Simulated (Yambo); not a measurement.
Yambo run on CaB2C2 (space group I4/mcm, No. 140). The wavefunctions are PBEsol (Quantum ESPRESSO, PseudoDojo norm-conserving, 82 Ry, without SOC) ones on a 4×4×4 mesh (24 occupied bands); a = 5.293 Å, b = 5.293 Å, c = 5.293 Å, α = 119.31°, β = 119.31°, γ = 91.19°.

Yambo input:

```
rim_cut
gw0
dyson
el_el_corr
HF_and_locXC
ppa
em1d
RandQpts= 1000000
RandGvec= 1 Ry
EXXRLvcs= 82 Ry
VXCRLvcs= 328 Ry
Chimod= "HARTREE"
% BndsRnXp
 1 | 118 |
%
NGsBlkXp= 3 Ry
% LongDrXp
 1.0 | 1.0 | 1.0 |
%
PPAPntXp= 27.2114 eV
% GbndRnge
 1 | 118 |
%
GTermKind= "BG"
DysSolver= "n"
ExtendOut
% QPkrange
 2 | 2 | 24 | 24 |
 13 | 13 | 24 | 25 |
%
```

k points by index: 2 = (0, 0, 0.25), 13 = Z.

The o-*.qp file then holds:

```
#    K-point    Band    Eo [eV]    E [eV]    E-Eo [eV]    Vxc [eV]    Vnlxc [eV]    Sc|Eo [eV]    Sc|E [eV]    dSc/dw|Eo [eV]    Re(Z)    Im(Z)
#
    2    24    0.000000    0.169773    0.169773    -12.93537    -13.77791    1.054890    1.012314    -6.826162    0.799450    -0.001319
    13    24    -0.126634    -0.037591    0.089043    -14.70068    -17.64267    3.053834    3.031032    -6.976108    0.795943    -0.001298
    13    25    0.616205    1.132438    0.516233    -11.38005    -7.806820    -2.935173    -3.056993    -6.420405    0.809095    -0.001233
```
(The two width columns are left out.) Convergence of these settings isn't established.

Geometry of the Materials Project entry, not relaxed at this level.

The structure is a Materials Project entry; no match was found in the copy of COD used, and its stability was not checked.
